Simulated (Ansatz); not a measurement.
This is a relaxation of cell and atoms with Ansatz on Al₄AsN₃ as one 8-atom ordering (P-43m) on the zincblende lattice; the level of theory is PBE. It starts from a guessed cell.

input.yaml:
```yaml
crystal:
  lattice:
    - [4.4586451888, 0.0, 0.0]
    - [0.0, 4.4586451888, 0.0]
    - [0.0, 0.0, 4.4586451888]
  atoms:
    - { symbol: "N", position: [0.5, 0.0, 0.0] }
    - { symbol: Al, position: [0.25, 0.75, 0.75] }
    - { symbol: "N", position: [0.0, 0.5, 0.0] }
    - { symbol: Al, position: [0.75, 0.25, 0.75] }
    - { symbol: "N", position: [0.0, 0.0, 0.5] }
    - { symbol: Al, position: [0.75, 0.75, 0.25] }
    - { symbol: As, position: [0.5, 0.5, 0.5] }
    - { symbol: Al, position: [0.25, 0.25, 0.25] }
kpoints:
  mp_grid: { grid: [6, 6, 6] }
hamiltonian:
  xc: pbe
scf:
  occupations: { method: fermi_dirac, width: 0.02 }
relax:
  f_tol: 0.005
  cell: {}
```

Run as `ansatz run input.yaml --threads 2 --pin off --max-ram 29491MiB --backend cpu --events-out ev --progress --plain --runs-dir out`. It took 17 s on 2 threads of AMD EPYC 7R13 Processor (Zen 3), on a shared host; peak host memory 0.49 GiB.

Main lines of the log:
```
Functional definition: PBE
Crystal: 8 atoms, lattice volume = 88.636 Å³
Basis set: ecut = 420 eV, 1743 PW (Γ)
Bands: 29, of which v1, the nominal top of the filled ones, is band 21 counted from 1 (20 counted from 0)
Symmetry: 24 space group operations
Space group: P-43m (ITA 215)
k-points: 20 of 216 (time reversal used)
SCF 1 converged in 7 iterations: F = -8158.111641 eV  dr2 = 7.33e-9
relax step 1: F+E_penalty+E_count = -8158.11164094 eV  max|allowed force component| = 6.337e0 eV/Å  Δτ_max = 0.0000 Å  P = +50.771 GPa  Ω = 88.636 Å³
SCF 2 converged in 7 iterations: F = -8163.974424 eV  dr2 = 6.76e-7
relax step 2: F+E_penalty+E_count = -8163.97442445 eV  max|allowed force component| = 3.085e-1 eV/Å  Δτ_max = 0.1950 Å  P = +12.256 GPa  Ω = 98.558 Å³
SCF 3 converged in 7 iterations: F = -8164.205877 eV  dr2 = 8.93e-8
relax step 3: F+E_penalty+E_count = -8164.20587664 eV  max|allowed force component| = 1.535e-1 eV/Å  Δτ_max = 0.0035 Å  P = +3.235 GPa  Ω = 103.536 Å³
SCF 4 converged in 7 iterations: F = -8164.226404 eV  dr2 = 3.81e-8
relax step 4: F+E_penalty+E_count = -8164.22640373 eV  max|allowed force component| = 4.139e-2 eV/Å  Δτ_max = 0.0056 Å  P = +0.238 GPa  Ω = 105.404 Å³
SCF 5 converged in 4 iterations: F = -8164.226537 eV  dr2 = 1.03e-7
relax step 5: F+E_penalty+E_count = -8164.22653735 eV  max|allowed force component| = 1.625e-3 eV/Å  Δτ_max = 0.0020 Å  P = -0.030 GPa  Ω = 105.558 Å³
SCF 6 converged in 7 iterations: F = -8164.313434 eV  dr2 = 3.14e-11
relax step 6: F+E_penalty+E_count = -8164.31343358 eV  max|allowed force component| = 2.676e-3 eV/Å  Δτ_max = 0.0000 Å  P = +1.059 GPa  Ω = 105.558 Å³  (SCF on a basis re-selected at this cell)
SCF 7 converged in 4 iterations: F = -8164.314701 eV  dr2 = 4.62e-7
relax step 7: F+E_penalty+E_count = -8164.31470087 eV  max|allowed force component| = 8.472e-3 eV/Å  Δτ_max = 0.0000 Å  P = +0.198 GPa  Ω = 106.188 Å³
SCF 8 converged in 4 iterations: F = -8164.314430 eV  dr2 = 3.58e-8
relax step 8: F+E_penalty+E_count = -8164.31443015 eV  max|allowed force component| = 1.609e-2 eV/Å  Δτ_max = 0.0015 Å  P = -0.000 GPa  Ω = 106.358 Å³
SCF 9 converged in 4 iterations: F = -8164.314505 eV  dr2 = 5.81e-9
relax step 9: F+E_penalty+E_count = -8164.31450530 eV  max|allowed force component| = 1.825e-4 eV/Å  Δτ_max = 0.0009 Å  P = -0.003 GPa  Ω = 106.347 Å³
SCF 10 converged in 5 iterations: F = -8164.316100 eV  dr2 = 5.64e-11
relax step 10: F+E_penalty+E_count = -8164.31610042 eV  max|allowed force component| = 2.524e-4 eV/Å  Δτ_max = 0.0000 Å  P = +0.000 GPa  Ω = 106.347 Å³  (SCF on a basis re-selected at this cell)
Free energy (F): -8164.316100 eV
Internal energy: -8164.314546 eV  (E = F + TS)
E sigma→0 (E₀):  -8164.315323 eV
Entropy (-TS):   -0.001555 eV (-0.194 meV/atom)
Fermi energy:    7.429867 eV
--- Stress (GPa, compression-positive) ---
        0.000176       0.000000       0.000000
        0.000000       0.000176       0.000000
        0.000000       0.000000       0.000176
  P = ⅓ Tr σ = 0.0002 GPa (0.002 kbar)
--- Relaxed structure (8 steps of the walk, 8 accepted, 2 SCFs on fresh bases) ---
  F+E_penalty+E_count = -8164.31610042 eV   max|allowed force component| = 2.524e-4 eV/Å
  cell:  # Å, volume = 106.3470 Å³
    - [4.737782, 0.000000, 0.000000]
    - [0.000000, 4.737782, 0.000000]
    - [0.000000, 0.000000, 4.737782]
  atoms:
    - { symbol: N, position: [0.500000, 0.000000, 0.000000] }
    - { symbol: Al, position: [0.223375, 0.776625, 0.776625] }
    - { symbol: N, position: [0.000000, 0.500000, 0.000000] }
    - { symbol: Al, position: [0.776625, 0.223375, 0.776625] }
    - { symbol: N, position: [0.000000, 0.000000, 0.500000] }
    - { symbol: Al, position: [0.776625, 0.776625, 0.223375] }
    - { symbol: As, position: [0.500000, 0.500000, 0.500000] }
    - { symbol: Al, position: [0.223375, 0.223375, 0.223375] }
```

The walk took 8 steps and changed the volume by +20.0 %. The last SCF, on a fresh basis, lies 776 meV an atom below the first. Final cell: the symmetry is P-43m (No. 215, cubic); a = 4.738 Å in the conventional setting, 13.29 Å³ an atom. N is surrounded by 4 Al at 1.99 Å; Al is surrounded by 3 N at 1.99 Å and 1 As at 2.27 Å; As is surrounded by 4 Al at 2.27 Å.

Spin-unpolarised throughout. Whether this structure exists isn't addressed.

Where bands overlap the cell is a metal at that level, and these k meshes limit energies, forces and stress. Overlaps of a few tenths of an eV in semilocal functionals can be an artefact that a hybrid or GW lifts.
